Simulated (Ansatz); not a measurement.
ZnCu₂SnSe₄:
```xyz
8
Lattice="-2.7993 2.7993 5.5922 2.7993 -2.7993 5.5922 2.7993 2.7993 -5.5922" Properties=species:S:1:pos:R:3 pbc="T T T"
Sn     0.0000     0.0000     5.5922
Se     1.4631     1.4631     4.0652
Se     1.4631    -1.4631     7.1192
Se     1.3361     1.3361    -1.5270
Se    -1.4631     1.4631     7.1192
Cu     0.0000     2.7993     2.7961
Cu     2.7993     0.0000     2.7961
Zn     0.0000     0.0000     0.0000
```

Relaxed with LDA. Special points in fractions of this cell's reciprocal vectors: Γ (0.000, 0.000, 0.000); X (0.000, 0.000, 0.500); P (0.250, 0.250, 0.250); N (0.000, 0.500, 0.000); M (0.500, 0.500, -0.500); S (0.313, 0.687, -0.313); S0 (-0.313, 0.313, 0.313); R (-0.125, 0.125, 0.500); G (0.500, 0.500, -0.125).

Problem. List the band energies nearest the Fermi level at these points for LDA in the plane-wave PAW code Ansatz.

Solution. In eV from the Fermi level; about four levels below and three above (degenerate sets whole), none deeper than 8.9 eV; points with the same levels are listed once.

```
k                    below                above
-  -----------------------  -------------------
Γ  -2.01 -2.00 -0.40 -0.03       0.01 0.01 1.47
X  -0.63 -0.55 -0.54 -0.07       2.10 2.23 3.70
P  -1.18 -1.18 -0.59 -0.58  0.34 1.89 3.12 3.12
N  -1.55 -1.46 -1.05 -0.93       1.37 2.69 3.03
M  -1.77 -1.64 -0.84 -0.84       0.74 1.53 1.53
S  -1.65 -1.56 -1.08 -0.74       1.19 1.98 2.82
R  -1.47 -0.98 -0.88 -0.59       0.40 2.44 2.64
```

Space group I-42m. The workflow started from an entry of the Crystallography Open Database (COD). It is not the phase usual at ambient conditions (space group No. 82). Symmetry was held in the LDA relaxation; its stability against distortions is not shown here. The run is not spin-polarised. A small band overlap can be real or an error of a semilocal functional. The Fermi level of a semimetal is unsure by some 0.05 eV on such meshes. Scalar-relativistic: spin–orbit coupling is off unless named, which matters more the heavier the elements.

Potentials: the later of the program's two PAW sets.
